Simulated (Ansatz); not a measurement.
**Nuclear-site quantities of Ag as the cell is scaled**

```
Ag
1.0
     0.00000    2.04310    2.04310
     2.04310    0.00000    2.04310
     2.04310    2.04310    0.00000
Ag
1
Direct
  0.00000 0.00000 0.00000
```

Conventional cell: a = 4.086 Å, b = 4.086 Å, c = 4.086 Å, α = 90.00°, β = 90.00°, γ = 90.00°. Ag (atom 1) has 12 Ag at 2.89 Å as nearest neighbours.

The geometry is COD entry 9008459, unchecked; take it as a test cell.

Level of theory: DFT, LDA, all-electron PAW with datasets made for the crystal, scalar-relativistic (Ansatz 0.2.0).

The runs use a Γ-centred 15×15×15 k mesh, Fermi–Dirac smearing of 0.05 eV, cutoff 260 eV (chosen by the program for this cell), no spin polarisation.

The contact density is the mean electron density over the nuclear volume; its changes follow the s electrons' response to bonding and compression. Changes below are taken from the unscaled cell, where it is 944532 e/Å³ at Ag.

The datasets are made afresh for each cell, so very small changes are uncertain.

Q: Does compression raise or lower the contact density at Ag?

A: It raises it, by 8.59 e/Å³ over the whole range.

Q: Tabulate the changes with volume.

A: 
```json
{"V/V(cell)": "0.9400", "P (GPa)": "-0.3", "Δρ(0) Ag (e/Å³)": "4.87"}
{"V/V(cell)": "0.9405", "P (GPa)": "-0.4", "Δρ(0) Ag (e/Å³)": "4.83"}
{"V/V(cell)": "0.9600", "P (GPa)": "-3.0", "Δρ(0) Ag (e/Å³)": "3.18"}
{"V/V(cell)": "0.9800", "P (GPa)": "-5.4", "Δρ(0) Ag (e/Å³)": "1.55"}
{"V/V(cell)": "0.9900", "P (GPa)": "-6.5", "Δρ(0) Ag (e/Å³)": "0.76"}
{"V/V(cell)": "1.0000", "P (GPa)": "-7.5", "Δρ(0) Ag (e/Å³)": "0.00"}
{"V/V(cell)": "1.0100", "P (GPa)": "-8.4", "Δρ(0) Ag (e/Å³)": "0.15"}
{"V/V(cell)": "1.0200", "P (GPa)": "-9.2", "Δρ(0) Ag (e/Å³)": "-0.71"}
{"V/V(cell)": "1.0400", "P (GPa)": "-10.7", "Δρ(0) Ag (e/Å³)": "-2.29"}
{"V/V(cell)": "1.0600", "P (GPa)": "-12.0", "Δρ(0) Ag (e/Å³)": "-3.72"}
```
